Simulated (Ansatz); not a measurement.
ScPtN$_{2}$ in space group R-3m (No. 166; Sc on 3b, Pt on 3a, N on 6c), plane-wave PAW PBE (Ansatz code), all energies at zero smearing, with the estimated change up to a 700 eV cutoff added, with one set of potentials and settings (totals compare only within such a set). Cell of 4 atoms (1 Sc, 1 Pt, 2 N): -15427.741 eV.

```csv
element,reference phase,E (eV/atom)
Sc,"P6_3/mmc, 2 atoms in the cell",-2135.8097
Pt,"Fm-3m, 1 atoms in the cell",-12523.0127
N,"Pa-3, 8 atoms in the cell",-384.0325
```

Formation energy per atom, worked out: (-15427.741 − 1×(-2135.8097) − 1×(-12523.0127) − 2×(-384.0325))/4 = -0.213 eV/atom (-21 kJ per mol of atoms), at 0 K, without zero-point energy or fitted corrections.

The start of the workflow was typed in or built on a structure type; neither database checked (COD, Materials Project) lists it. Its standing as an ambient phase is unchecked. The cell was relaxed with PBE under the symmetry of its start; whether a distortion lowers the energy is not shown. No spin polarisation was allowed. The references are the lowest solids computed at this level, not always the standard phases (solids in place of the gases). Scalar-relativistic: spin–orbit coupling is off unless named, which matters more the heavier the elements.

Potentials: the later of the program's two PAW sets.
